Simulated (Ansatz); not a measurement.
## Structure relaxation, TiC

The start is a generated cell, TiC placed in the AFLOW prototype AB_cF16_227_a_b (B32, as in NaTl). A full variable-cell relaxation at zero pressure is run with r2SCAN (plane waves to 500 eV, PAW, scalar-relativistic; Ansatz, an electronic-structure program). The first steps use a coarse 7×7×7 k-mesh.

The start:
```
CELL_PARAMETERS angstrom
      0.00000     2.75502     2.75502
      2.75502     0.00000     2.75502
      2.75502     2.75502     0.00000
ATOMIC_POSITIONS crystal
  Ti 0.75000 0.75000 0.75000
  Ti 0.50000 0.50000 0.50000
  C  0.00000 0.00000 0.00000
  C  0.25000 0.25000 0.25000
```

### Question
By how much does the energy per atom fall from start to end?

### Answer
Under 0.01 eV/atom.

### Question
How does the volume per atom move from start to end?

### Answer
-1.5 %, from 10.46 to 10.30 Å³/atom.

### Question
How do the shortest distances between atoms change?

### Answer
The closest pairs of elements (up to four, under 3.6 Å), start → end: Ti–Ti 2.39 → 2.37 Å; C–Ti 2.39 → 2.37 Å; C–C 2.39 → 2.37 Å.

### Question
Is the relaxed structure metallic? Give its gap.

### Answer
No gap (metallic).

### Question
Give the final cell and atomic positions.

### Answer

Space group Fd-3m, origin choice 1 (No. 227); a = 5.4819 Å, b = 5.4819 Å, c = 5.4819 Å, α = 90.00°, β = 90.00°, γ = 90.00°

```
atom  site  symmetry       x       y       z
----  ----  --------  ------  ------  ------
Ti      8a      -43m  0.0000  0.0000  0.0000
C       8b      -43m  0.5000  0.5000  0.5000
```
(The calculation used a cell of 4 atoms; values per cell refer to that cell.)

The space group stays Fd-3m (No. 227) (the run could not lower it); the end is AFLOW prototype AB_cF16_227_a_b (B32, as in NaTl), with 4 atoms in the primitive cell. Final values are on a 15×15×15 k-mesh of the relaxed cell. The start holds a very short contact (Ti–Ti 2.39 Å). No spin polarisation in the result.

The run could not lower the symmetry of its start; a shaken copy of this end point relaxes with r2SCAN to C2/m (No. 12), 2.25 eV/atom lower.

The relaxed structure here is a generated cell of TiC: the first start was made by placing the elements on the sites of a structure type, and the end was not matched to a known phase here, so it may be hypothetical. Known forms of TiC include space group No. 225.
